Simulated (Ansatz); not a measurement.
C:
```
CELL_PARAMETERS angstrom
     -1.26921     1.26921     4.32697
      1.26921    -1.26921     4.32697
      1.26921     1.26921    -4.32697
ATOMIC_POSITIONS crystal
  C  0.41385 0.41385 0.00000
  C  0.16385 0.66385 0.50000
  C  0.33615 0.83615 0.50000
  C  0.58615 0.58615 0.00000
```

This is the PBE-relaxed structure.

### Question
All from PBE (plane waves, PAW; program Ansatz), unless another level is named. Predict the electronic character.

### Answer
metallic (no gap).

### Question
Give the density of states at the Fermi level.

### Answer
0.14 states/eV per atom (mean over ±0.08 eV).

Space group I4_1/amd. The start of the workflow was typed in or built on a structure type; the Crystallography Open Database files this formula in space group No. 141, but the cells were not matched. It is not the phase usual at ambient conditions (space group No. 194, 227). Symmetry was held in the PBE relaxation; whether a distortion lowers the energy is not shown.

Potentials: the later of the program's two PAW sets.
